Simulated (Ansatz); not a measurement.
# LaBe₁₃: checking a database structure before trusting its electric field gradients

The cell is a Materials Project structure (computed, not necessarily an observed phase), atoms as given.

```yaml
crystal:
  lattice:
    - [0.00000, 5.20374, 5.20374]
    - [5.20374, 0.00000, 5.20374]
    - [5.20374, 5.20374, 0.00000]
  atoms:
    - { symbol: La, position: [0.75000, 0.75000, 0.75000] }
    - { symbol: La, position: [0.25000, 0.25000, 0.25000] }
    - { symbol: Be, position: [0.00000, 0.00000, 0.00000] }
    - { symbol: Be, position: [0.50000, 0.50000, 0.50000] }
    - { symbol: Be, position: [0.28742, 0.06297, 0.71258] }
    - { symbol: Be, position: [0.71258, 0.93703, 0.28742] }
    - { symbol: Be, position: [0.06297, 0.28742, 0.93703] }
    - { symbol: Be, position: [0.93703, 0.71258, 0.06297] }
    - { symbol: Be, position: [0.78742, 0.43703, 0.21258] }
    - { symbol: Be, position: [0.21258, 0.56297, 0.78742] }
    - { symbol: Be, position: [0.43703, 0.78742, 0.56297] }
    - { symbol: Be, position: [0.56297, 0.21258, 0.43703] }
    - { symbol: Be, position: [0.71258, 0.28742, 0.06297] }
    - { symbol: Be, position: [0.28742, 0.71258, 0.93703] }
    - { symbol: Be, position: [0.93703, 0.06297, 0.28742] }
    - { symbol: Be, position: [0.06297, 0.93703, 0.71258] }
    - { symbol: Be, position: [0.21258, 0.78742, 0.43703] }
    - { symbol: Be, position: [0.78742, 0.21258, 0.56297] }
    - { symbol: Be, position: [0.56297, 0.43703, 0.78742] }
    - { symbol: Be, position: [0.43703, 0.56297, 0.21258] }
    - { symbol: Be, position: [0.06297, 0.71258, 0.28742] }
    - { symbol: Be, position: [0.93703, 0.28742, 0.71258] }
    - { symbol: Be, position: [0.28742, 0.93703, 0.06297] }
    - { symbol: Be, position: [0.71258, 0.06297, 0.93703] }
    - { symbol: Be, position: [0.43703, 0.21258, 0.78742] }
    - { symbol: Be, position: [0.56297, 0.78742, 0.21258] }
    - { symbol: Be, position: [0.78742, 0.56297, 0.43703] }
    - { symbol: Be, position: [0.21258, 0.43703, 0.56297] }
```

Atoms are numbered from 1 in the order listed; like atoms form one site, named after its first atom.

Method: Kohn–Sham DFT in Ansatz, PBE, plane waves and PAW, scalar-relativistic, 420 eV cutoff, Γ-centred 5×5×5 k-points, Fermi–Dirac smearing 0.05 eV.

**Question.** Do the atoms and the cell lie near the calculated equilibrium?

**Answer.** Yes. The largest force is 0.050 eV/Å, on atom 23 (Be: 10 Be at 2.17–2.34 Å), and the pressure is -0.7 GPa.
